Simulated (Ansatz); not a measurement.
Data sheet: Hg (DFT)

Hg (simple rhombohedral, R-3m), a = 3.543 Å, b = 3.543 Å, c = 6.587 Å, α = 90.00°, β = 90.00°, γ = 120.00°; the cell used has 1 atom.

Space group R-3m (No. 166), simple rhombohedral; conventional cell a = b = 3.5425 Å, c = 6.5866 Å, α = β = 90.00°, γ = 120.00°.

Method: PBEsol (plane waves, PAW; program Ansatz). Structure relaxed to zero pressure with the same functional. Other levels are named where they apply.

### Cell and energy

| Item | Value |
|---|---|
| Volume per atom | 23.86 Å³ |
| Density | 13.96 g/cm³ |

### Electronic structure

| Property | Result |
|---|---|
| Electronic character | metallic (no gap) |
| Density of states at the Fermi level | 0.30 states/eV per atom (mean over ±0.08 eV) |

The PBEsol relaxation kept the symmetry of its start. The substance is a gas or liquid at ambient conditions; this is its low-temperature solid. Axis ratios of metals converge slowly with the k-mesh, so a and c are less sure than the volume. Scalar-relativistic: spin–orbit coupling is off unless named, which matters more the heavier the elements.

Potentials: the earlier of the program's two PAW sets. The files were generated under PBE; for other functionals the program regenerates the frozen cores, and for LDA and PBEsol the local potential too.
